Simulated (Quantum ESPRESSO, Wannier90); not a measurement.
# Wannier functions of InBi (P4/nmm)

```xyz
4
Lattice="4.9108 0.0000 0.0000 0.0000 4.9108 0.0000 0.0000 0.0000 5.2223" Properties=species:S:1:pos:R:3 pbc="T T T"
In     2.4554     2.4554     0.0000
In     0.0000     0.0000     0.0000
Bi     2.4554     0.0000     1.8801
Bi     0.0000     2.4554    -1.8801
```

Materials Project entry mp-23313; symmetrised, unrelaxed at this level. COD (Crystallography Open Database) has an entry of this formula and space group (matched by these alone). Method: LDA plane waves in Quantum ESPRESSO 7.5 (PseudoDojo norm-conserving files, 56 Ry, no spin polarisation, no spin-orbit coupling), Bloch states on a 6×6×6 mesh through Γ, Wannier90 4.0.1. Density: 8×8×8 mesh, cold smearing 0.01 Ry. Spin-orbit coupling is left out although heavy elements are present.

Base run: 16 functions from bands 21-46 of the 46 computed, start hydrogen-like In: s;p; Bi: s;p, centres 0.05 Å off the atoms, frozen window up to 1.50 eV relative to the Fermi level, outer window open. One setting was then changed (edges relative to the Fermi level; misfit to pw.x on a path, for states up to 1.0 eV relative to the Fermi level).

| run | Ω_I (Å²) | rms misfit (meV) | worst (meV) |
|---|---|---|---|
| base | 30.70 | 4.0 | 24 |
| changed | 28.88 | 78 | 480 |

**Question.** Which change was made?
A) frozen window to 0.50 eV
B) frozen window to -1.50 eV
C) outer window to 9.14 eV
D) frozen window to 5.50 eV
E) only the lowest 18 of the kept bands

**Answer.** B, frozen window to -1.50 eV. The others give:

```json
[
 {"run": "frozen window to 0.50 eV", "Ω_I (Å²)": "29.63", "rms misfit (meV)": "41", "worst (meV)": "422"},
 {"run": "frozen window to 5.50 eV", "Ω_I (Å²)": "41.51", "rms misfit (meV)": "5.2", "worst (meV)": "32"},
 {"run": "outer window to 9.14 eV", "Ω_I (Å²)": "38.55", "rms misfit (meV)": "5.3", "worst (meV)": "44"},
 {"run": "only the lowest 18 of the kept bands", "Ω_I (Å²)": "41.66", "rms misfit (meV)": "5.3", "worst (meV)": "45"}
]
```
